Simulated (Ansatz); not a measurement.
A (001) slab of Re (P6_3/mmc (No. 194)), 6 planes, outer planes Re (top) and Re (bottom), with 6 atoms (Re6) in a surface cell of A = 6.551 Å², as cut from the bulk:

```xyz
6
Lattice="2.7503 0.0000 0.0000 -1.3751 2.3818 0.0000 0.0000 0.0000 26.1082" Properties=species:S:1:pos:R:3 pbc="T T T"
Re    1.3751    0.7939    7.5000
Re    0.0000    1.5879    9.7216
Re    1.3751    0.7939   11.9433
Re    0.0000    1.5879   14.1649
Re    1.3751    0.7939   16.3866
Re    0.0000    1.5879   18.6082
```

Computed with Ansatz, DFT PBEsol, scalar-relativistic, plane waves, PAW. Settings: cutoff 420 eV, Γ-centred mesh 15×15×1 on the computed 6-atom cell, Gaussian smearing of 0.10 eV; no spin polarisation. The cell repeats along c with a dipole correction in the vacuum.

Against the same 6 atoms in the bulk, the slab as cut lies 2.664 eV higher and the relaxed slab 2.432 eV higher.

(1) Work out the surface energy before and after relaxation.

(2) What is the ideal work of this cut, per area?

## Answers

(1) The slab has two faces, so γ = (E_slab − N·E_bulk)/(2A), the mean of both. As cut: 2.664/(2 × 6.551) = 0.2033 eV/Å², and 1 eV/Å² = 16.02 J/m², so γ = 3.26 J/m². Relaxed: 2.432/(2 × 6.551) = 0.1856 eV/Å² = 2.97 J/m². Relaxation recovers 9 % of the cost of cutting.

(2) Griffith's ideal work is 2γ: 6.51 J/m² if the new faces stay rigid, 5.95 J/m² if they relax. One thickness was run, 6 planes, so γ can still shift with it.